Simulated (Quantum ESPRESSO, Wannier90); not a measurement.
## Tight-binding from DFT: TaS2 (CdI2 type)

```xyz
3
Lattice="3.3829 0.0000 0.0000 -1.6914 2.9296 0.0000 0.0000 0.0000 6.1680" Properties=species:S:1:pos:R:3 pbc="T T T"
Ta     0.0000     0.0000     0.0000
S     -1.6914     0.9765    -1.5156
S      1.6914    -0.9765     1.5156
```

Materials Project entry mp-1690; symmetrised, unrelaxed at this level. COD (Crystallography Open Database) has the formula in 4 space groups, this one among them (matched by group alone). Computed values, not measurements, from PBEsol: Quantum ESPRESSO (norm-conserving PseudoDojo potentials, cutoff 47 Ry, spinors with spin-orbit coupling) on a Γ-centred 6×6×4 mesh, then Wannier90. Density: 12×12×6 mesh, cold smearing 0.01 Ry. The cell is built of weakly bound layers, chains or molecules, whose nearest atoms lie 3.70 Å apart. Database cells relaxed without dispersion often hold them too far apart, which can enlarge gaps and weakens couplings between them; spacing and stacking were not compared with the measured crystal.

A tight-binding model is made by disentanglement and projection with no localisation steps (num_iter = 0), so the 22 orbitals stay atom-like: hydrogen-like Ta: d; S: p, axes along x, y, z; frozen window up to 3.00 eV relative to the Fermi level. It follows pw.x to 6.2 meV rms for states up to 1.0 eV relative to the Fermi level. Matrix elements depend on this choice of orbitals and windows.

The 30 largest hoppings ⟨m,0|H|n,R⟩ between different sites (one of each Hermitian pair; signs follow the real orbitals' lobes; the list may end inside a set of equal values):

| m | n | R | distance of the centres (Å) | t (eV) | Im t (eV) |
|---|---|---|---|---|---|
| Ta1 dyz↑ | S3 py↑ | 0 1 0 | 2.39 | 1.804 | 0.000 |
| Ta1 dyz↓ | S3 py↓ | 0 1 0 | 2.39 | 1.804 | 0.000 |
| S2 py↑ | Ta1 dyz↑ | 0 1 0 | 2.39 | -1.804 | 0.000 |
| S2 py↓ | Ta1 dyz↓ | 0 1 0 | 2.39 | -1.804 | 0.000 |
| Ta1 dxz↑ | S2 px↑ | 1 0 0 | 2.41 | -1.174 | 0.004 |
| Ta1 dxz↓ | S2 px↓ | 1 0 0 | 2.41 | -1.174 | -0.004 |
| S3 px↑ | Ta1 dxz↑ | 1 0 0 | 2.41 | 1.174 | 0.004 |
| S3 px↓ | Ta1 dxz↓ | 1 0 0 | 2.41 | 1.174 | -0.004 |
| S2 px↑ | Ta1 dxz↑ | 0 0 0 | 2.41 | -1.174 | 0.004 |
| S2 px↓ | Ta1 dxz↓ | 0 0 0 | 2.41 | -1.174 | -0.004 |
| S3 px↑ | Ta1 dxz↑ | 0 0 0 | 2.41 | 1.174 | -0.004 |
| S3 px↓ | Ta1 dxz↓ | 0 0 0 | 2.41 | 1.174 | 0.004 |
| Ta1 dx2-y2↑ | S3 pz↑ | 0 1 0 | 2.54 | -1.128 | 0.000 |
| Ta1 dx2-y2↓ | S3 pz↓ | 0 1 0 | 2.54 | -1.128 | 0.000 |
| S2 pz↑ | Ta1 dx2-y2↑ | 0 1 0 | 2.54 | 1.128 | 0.000 |
| S2 pz↓ | Ta1 dx2-y2↓ | 0 1 0 | 2.54 | 1.128 | 0.000 |
| Ta1 dxz↑ | S2 py↑ | 1 0 0 | 2.44 | -1.090 | -0.002 |
| Ta1 dxz↓ | S2 py↓ | 1 0 0 | 2.44 | -1.090 | 0.002 |
| S3 py↑ | Ta1 dxz↑ | 1 0 0 | 2.44 | 1.090 | -0.002 |
| S3 py↓ | Ta1 dxz↓ | 1 0 0 | 2.44 | 1.090 | 0.002 |
| S2 px↑ | Ta1 dyz↑ | 0 0 0 | 2.41 | 1.090 | 0.003 |
| S2 px↓ | Ta1 dyz↓ | 0 0 0 | 2.41 | 1.090 | -0.003 |
| S2 py↑ | Ta1 dxz↑ | 0 0 0 | 2.44 | 1.090 | 0.002 |
| S2 py↓ | Ta1 dxz↓ | 0 0 0 | 2.44 | 1.090 | -0.002 |
| S3 px↑ | Ta1 dyz↑ | 0 0 0 | 2.41 | -1.090 | -0.003 |
| S3 px↓ | Ta1 dyz↓ | 0 0 0 | 2.41 | -1.090 | 0.003 |
| S3 py↑ | Ta1 dxz↑ | 0 0 0 | 2.44 | -1.090 | -0.002 |
| S3 py↓ | Ta1 dxz↓ | 0 0 0 | 2.44 | -1.090 | 0.002 |
| Ta1 dyz↑ | S2 px↑ | 1 0 0 | 2.41 | -1.090 | -0.003 |
| Ta1 dyz↓ | S2 px↓ | 1 0 0 | 2.41 | -1.090 | 0.003 |
